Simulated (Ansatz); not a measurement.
A generator proposed this cell of Al2InAs3.

```cif
data_structure
_symmetry_space_group_name_H-M 'I-4m2'
_symmetry_Int_Tables_number 119
_cell_length_a 3.9259
_cell_length_b 3.9259
_cell_length_c 16.6561
_cell_angle_alpha 90.000
_cell_angle_beta 90.000
_cell_angle_gamma 90.000
_cell_volume 256.71
loop_
_atom_site_label
_atom_site_type_symbol
_atom_site_symmetry_multiplicity
_atom_site_Wyckoff_symbol
_atom_site_fract_x
_atom_site_fract_y
_atom_site_fract_z
_atom_site_occupancy
Al1 Al 4 f 0.50000 0.00000 0.41667 1
In1 In 2 c 0.00000 0.50000 0.25000 1
As1 As 4 e 0.50000 0.50000 0.33333 1
As2 As 2 b 0.50000 0.50000 0.00000 1
```

Theory: DFT PBE, scalar-relativistic, plane waves, PAW in Ansatz. Plane waves to 420 eV, a k mesh through Γ of 6×6×6 on the computed 6-atom cell and Gaussian smearing (0.10 eV); no spin polarisation.

Energies over the elements count from the elements' standard structures at the same level, with no fitted energy shifts.

Question: How far from equilibrium is it?

Answer: The pressure is 16.2 GPa (the mean over three directions, positive in compression), the largest force is 2.33 eV/Å, and the energy is −0.17 eV/atom against the elements. The shortest distance is 2.40 Å.

Question: Is it a good guess?

Answer: A rough one: relaxing gains about 0.23 eV/atom in 9 ionic steps and ends at −0.391 eV/atom on the finer mesh. The symmetry stays I-4m2 (No. 119). The volume per atom grows by 18.5 %, from 21.4 to 25.3 Å³. The shortest distance goes from 2.40 Å (Al–As and In–As) to 2.49 Å (Al–As). Conventional cell: a = 4.150 Å, c = 17.661 Å. Al is surrounded by 4 As at 2.49–2.50 Å; In has 4 As at 2.64 Å; As on a site of symmetry 2mm has 2 Al at 2.49 Å and 2 In at 2.64 Å; 1 more site not described.

The last run used a 10×10×10 mesh for its 6-atom cell and Gaussian smearing of 0.02 eV. The reference form of As is held partly by dispersion forces, which this level lacks. The relaxation can't lower the symmetry of the start, and the grade says only how near the guess is to its own end. A structure relaxed within its symmetry needn't be a true minimum.
